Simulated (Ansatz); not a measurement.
Relaxation of a relaxed Cu cell displaced along its unstable phonon at q = (½, 0, 0) of its primitive reciprocal cell (16i cm⁻¹), largest move 0.15 Å; 2 atoms in the cell, which starts as Cmcm (No. 63), oS4; a = 2.8323 Å, b = 4.0055 Å, c = 4.0055 Å, α = 90.00°, β = 90.00°, γ = 90.00°. The numbers are results of PBEsol (plane waves to 420 eV, PAW, scalar-relativistic; Ansatz, a first-principles code), not measurements. Γ-centred k-mesh 8×16×16 on the run's cell (coarser than for final values), Fermi–Dirac smearing 0.05 eV. This is the first round of the run. 

The optimiser's lines from the output (shortened; P is positive under compression):

```
relax step   1: F+E_penalty+E_count = -13177.45889266 eV  Δ(F+E_penalty+E_count) = +0.000e0 eV  max|allowed force component| = 2.655e-2 eV/Å  Δτ_max = 0.0000 Å  P = +0.268 GPa  Ω = 22.721 Å³  (6 SCF iters, dr2 threshold 1.00e-7 eV, accepted)
relax step   2: F+E_penalty+E_count = -13177.46145828 eV  Δ(F+E_penalty+E_count) = -2.566e-3 eV  max|allowed force component| = 1.628e-2 eV/Å  Δτ_max = 0.0005 Å  P = +0.152 GPa  Ω = 22.729 Å³  (6 SCF iters, dr2 threshold 2.00e-7 eV, accepted)
relax step   3: F+E_penalty+E_count = -13177.46423005 eV  Δ(F+E_penalty+E_count) = -2.772e-3 eV  max|allowed force component| = 6.025e-3 eV/Å  Δτ_max = 0.0006 Å  P = +0.102 GPa  Ω = 22.729 Å³  (6 SCF iters, dr2 threshold 2.00e-7 eV, accepted)
relax step   4: F+E_penalty+E_count = -13177.46709699 eV  Δ(F+E_penalty+E_count) = -2.867e-3 eV  max|allowed force component| = 3.981e-3 eV/Å  Δτ_max = 0.0018 Å  P = +0.083 GPa  Ω = 22.725 Å³  (6 SCF iters, dr2 threshold 2.00e-7 eV, accepted)
relax step   5: F+E_penalty+E_count = -13177.49141624 eV  Δ(F+E_penalty+E_count) = -2.432e-2 eV  max|allowed force component| = 6.029e-2 eV/Å  Δτ_max = 0.0433 Å  P = +0.449 GPa  Ω = 22.632 Å³  (6 SCF iters, dr2 threshold 2.00e-7 eV, accepted)
relax step   6: F+E_penalty+E_count = -13177.50751330 eV  Δ(F+E_penalty+E_count) = -1.610e-2 eV  max|allowed force component| = 9.277e-2 eV/Å  Δτ_max = 0.0736 Å  P = +1.084 GPa  Ω = 22.539 Å³  (6 SCF iters, dr2 threshold 2.00e-7 eV, accepted)
relax step   7: F+E_penalty+E_count = -13177.52226608 eV  Δ(F+E_penalty+E_count) = -1.475e-2 eV  max|allowed force component| = 3.022e-3 eV/Å  Δτ_max = 0.0686 Å  P = -1.290 GPa  Ω = 22.799 Å³  (6 SCF iters, dr2 threshold 2.00e-7 eV, accepted)
relax step   8: F+E_penalty+E_count = -13177.52350138 eV  Δ(F+E_penalty+E_count) = -1.235e-3 eV  max|allowed force component| = 3.478e-3 eV/Å  Δτ_max = 0.0051 Å  P = +0.104 GPa  Ω = 22.615 Å³  (6 SCF iters, dr2 threshold 2.00e-7 eV, accepted)
relax step   9: F+E_penalty+E_count = -13177.51573607 eV  Δ(F+E_penalty+E_count) = +7.765e-3 eV  max|allowed force component| = 6.698e-2 eV/Å  Δτ_max = 0.0406 Å  P = -0.876 GPa  Ω = 22.767 Å³  (6 SCF iters, dr2 threshold 7.35e-8 eV, rejected (line search))
relax step  10: F+E_penalty+E_count = -13177.52350579 eV  Δ(F+E_penalty+E_count) = -4.407e-6 eV  max|allowed force component| = 4.270e-4 eV/Å  Δτ_max = 0.0016 Å  P = -0.016 GPa  Ω = 22.631 Å³  (8 SCF iters, accepted)
relax step  11: F+E_penalty+E_count = -13177.52350770 eV  Δ(F+E_penalty+E_count) = -1.905e-6 eV  max|allowed force component| = 5.349e-5 eV/Å  Δτ_max = 0.0003 Å  P = -0.000 GPa  Ω = 22.629 Å³  (6 SCF iters, dr2 threshold 1.69e-9 eV, accepted)
relax step  12: F+E_penalty+E_count = -13177.52459759 eV  Δ(F+E_penalty+E_count) = -1.090e-3 eV  max|allowed force component| = 5.895e-4 eV/Å  Δτ_max = 0.0000 Å  P = +0.176 GPa  Ω = 22.629 Å³  stress off target by 4.61e-1 GPa  SCF on the basis re-selected at this cell (its energy is not comparable with the rows above)  (7 SCF iters)
relax step  13: F+E_penalty+E_count = -13177.52468216 eV  Δ(F+E_penalty+E_count) = -8.456e-5 eV  max|allowed force component| = 9.452e-4 eV/Å  Δτ_max = 0.0032 Å  P = +0.015 GPa  Ω = 22.651 Å³  (6 SCF iters, dr2 threshold 2.00e-7 eV, accepted)
relax step  14: F+E_penalty+E_count = -13177.52468402 eV  Δ(F+E_penalty+E_count) = -1.862e-6 eV  max|allowed force component| = 6.518e-4 eV/Å  Δτ_max = 0.0004 Å  P = +0.004 GPa  Ω = 22.652 Å³  (6 SCF iters, dr2 threshold 8.27e-9 eV, accepted)
relax step  15: F+E_penalty+E_count = -13177.52470360 eV  Δ(F+E_penalty+E_count) = -1.958e-5 eV  max|allowed force component| = 6.661e-4 eV/Å  Δτ_max = 0.0000 Å  P = +0.002 GPa  Ω = 22.652 Å³  stress off target by 1.30e-2 GPa  SCF on the basis re-selected at this cell (its energy is not comparable with the rows above)  (8 SCF iters)
```

From the first to the last row the energy changes by -0.03 eV/atom and the volume by -0.3 %. The last row is marked as not comparable with the walk above it, whose basis was carried along; it does compare with step 1, since both stand on a basis selected at the nominal cutoff for their own cell.

Step 9 was rejected by the optimiser.

Later rounds, restarted from the end of this one on a renewed k-mesh, logged 5 more steps and released under 0.01 eV/atom more. The final structure after all rounds: P6₃/mmc (No. 194), hP2, hcp (Mg type); a = 2.5115 Å, b = 2.5115 Å, c = 4.1445 Å, α = 90.00°, β = 90.00°, γ = 120.00°. Between re-selections the logged energies stand on a plane-wave basis carried along with the cell. No spin polarisation in the result.

The run could not lose the symmetry of its start, so the end can be a saddle point.

The relaxed structure here is a generated cell of Cu: the first start was made by placing the elements on the sites of a structure type, and the end was not matched to a known phase here, so it may be hypothetical. Known forms of Cu include space group No. 225.
